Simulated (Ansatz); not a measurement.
**Where the states of Be lie**

```cif
data_structure
_symmetry_space_group_name_H-M 'Im-3m'
_symmetry_Int_Tables_number 229
_cell_length_a 2.5062
_cell_length_b 2.5062
_cell_length_c 2.5062
_cell_angle_alpha 90.000
_cell_angle_beta 90.000
_cell_angle_gamma 90.000
_cell_volume 15.74
loop_
_atom_site_label
_atom_site_type_symbol
_atom_site_symmetry_multiplicity
_atom_site_Wyckoff_symbol
_atom_site_fract_x
_atom_site_fract_y
_atom_site_fract_z
_atom_site_occupancy
Be1 Be 2 a 0.00000 0.00000 0.00000 1
```

The runs use the primitive cell with vectors (-1.253, 1.253, 1.253), (1.253, -1.253, 1.253), (1.253, 1.253, -1.253) Å, to which the k mesh refers.

The cell is the one relaxed in the Materials Project (mp-20), not relaxed further here; entries there can be hypothetical.

Computed with DFT, PBEsol, all-electron LAPW, scalar-relativistic in Ansatz 0.2.0.

Sampling and basis: a Γ-centred 23×23×23 k mesh, Fermi–Dirac smearing of 0.03 eV, basis error target 0.25 meV/atom, no spin polarisation.

States per eV and cell, averaged over 0.4 eV, from -9.8 to 5.6 eV, with energies (bin centres) from the Fermi level; empty bins are left out. 

```tsv
E (eV)	total
-9.7	0.14
-9.3	0.15
-8.9	0.16
-8.5	0.17
-8.1	0.18
-7.7	0.19
-7.3	0.20
-6.9	0.21
-6.5	0.22
-6.1	0.24
-5.7	0.26
-5.3	0.31
-4.9	0.31
-4.5	0.28
-4.1	0.25
-3.7	0.23
-3.3	0.20
-2.9	0.17
-2.5	0.15
-2.1	0.12
-1.7	0.09
-1.3	0.07
-0.9	0.06
-0.5	0.07
-0.1	0.10
0.3	0.23
0.7	0.47
1.1	0.36
1.5	0.32
1.9	0.29
2.3	0.27
2.7	0.25
3.1	0.24
3.5	0.23
3.9	0.22
4.3	0.25
4.7	0.27
5.1	0.30
5.5	0.36
```
